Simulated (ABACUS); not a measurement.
A self-consistent single point of a model cell of Fe (Pm-3m, 1 atom in the cell; prototype structure) with ABACUS.

Level of theory: PBE, numerical atomic orbitals TZDP (confined pseudo-atomic orbitals; energy shift 0.01 Ry), PseudoDojo 0.5 standard norm-conserving PBE (tails mended) pseudopotentials (ABACUS).

```
CELL_PARAMETERS angstrom
      2.36562     0.00000     0.00000
      0.00000     2.36562     0.00000
      0.00000     0.00000     2.36562
ATOMIC_POSITIONS crystal
  Fe 0.00000 0.00000 0.00000
```
Starting moments (μB, in the order of the atoms Fe): 4.0.

Reference input (self-consistent single point, DFT, PBE, numerical atomic orbitals TZP (confined pseudo-atomic orbitals; energy shift 0.01 Ry), PseudoDojo 0.5 standard norm-conserving PBE (tails mended) pseudopotentials): basis = TZP numerical atomic orbitals, energy shift 0.01 Ry; KPT = Gamma 14 14 14 0 0 0; basis_type = lcao; ecutwfc = 100 Ry; smearing_method = mv; smearing_sigma = 0.00734986 Ry; nspin = 2; potentials = PseudoDojo 0.5 standard norm-conserving PBE (tails mended); symmetry = 1; symmetry_prec = 1e-05; nbands = 14; ks_solver = genelpa. This run's input differs from it in these lines:

```diff
@@ -28,3 +28,3 @@
 NUMERICAL_ORBITAL
-Fe_pbe_6.6au_4s2p3d.orb
+Fe_pbe_6.6au_4s3p3d.orb
```

The program printed (abridged):

```
 SELF-CONSISTENT
 -------------------------------------------

                  longest orb rcut (Bohr) = 6.6
   longest nonlocal projector rcut (Bohr) = 1.58
                     search radius (Bohr) = 16.4

                          real space grid = [ 30, 30, 30 ]
                                 init_chg = atomic

 LCAO ALGORITHM --------------- ION=   1  ELEC=   1--------------------------------
          total magnetism (Bohr mag/cell) = 2.90355
       absolute magnetism (Bohr mag/cell) = 2.91471
                        nelec for spin up = 9.45178
                      nelec for spin down = 6.54822

 Density error is 0.0752653866437
   [... lines left out ...]
 E_KohnSham     -250.5581089406      -3409.0179616968
 E_Fermi        1.1598979751         15.7812215598

 LCAO ALGORITHM --------------- ION=   1  ELEC=  15--------------------------------
          total magnetism (Bohr mag/cell) = 2.49603
       absolute magnetism (Bohr mag/cell) = 2.56385
                        nelec for spin up = 9.24802
                      nelec for spin down = 6.75198

 Density error is 5.55855319337e-08
 E_KohnSham     -250.5581089407      -3409.0179616976
 E_KS(sigma->0) -250.5581220719      -3409.0181403567
 E_entropy(-TS) 0.0000262624         0.0003573183
 E_Fermi        1.1598979181         15.7812207842
 charge density convergence is achieved
 final etot is -3409.0179617 eV
 EFERMI = 15.781220784 eV

 STATE ENERGY(eV) AND OCCUPATIONS    NSPIN == 2
SPIN UP :
   [... 11 lines left out ...]

SPIN DOWN :
   [... 11 lines left out ...]

-------------------------------------------------
 Total Magnetism (uB)
-------------------------------------------------
                        Fe1         2.4960303750
-------------------------------------------------

 TOTAL-FORCE (eV/Angstrom)
                       Fe1         0.0000000000         0.0000000000         0.0000000000

 TOTAL-STRESS (KBAR)
       -47.3612998893        -0.0000000000         0.0000000000
        -0.0000000000       -47.3612998893        -0.0000000000
         0.0000000000        -0.0000000000       -47.3612998893
 TOTAL-PRESSURE: -47.361300 KBAR

 --------------------------------------------
 !FINAL_ETOT_IS -3409.0179616976156467 eV
 --------------------------------------------
```

The run converged in 15 iterations. Against the reference run the free energy drops by 146 meV/atom, the pressure goes from -8.23 to -4.74 GPa and the net moment hardly changes (2.48 to 2.50 μB/atom).

The starting geometry comes from a prototype or from typed values, not from a relaxation at this level; it need not be a known phase. The atom-centred basis is finite, which shifts total energies and pressures against plane waves. The run is spin-polarised and ends with a net moment of 2.50 μB in the cell. This run is one point of a test of settings, so its values need not be converged; read them against the reference run alone. With one magnetic atom the cell allows parallel order alone; another order can lie lower.

Cost on one core: about 19 core-seconds (a rough figure).

The atomic orbitals were generated for these runs; they are not ABACUS's published sets and were checked against plane waves on a few crystals only.

“Tails mended”: in these copies of the files the far tail of each local potential was reset to the Coulomb form.
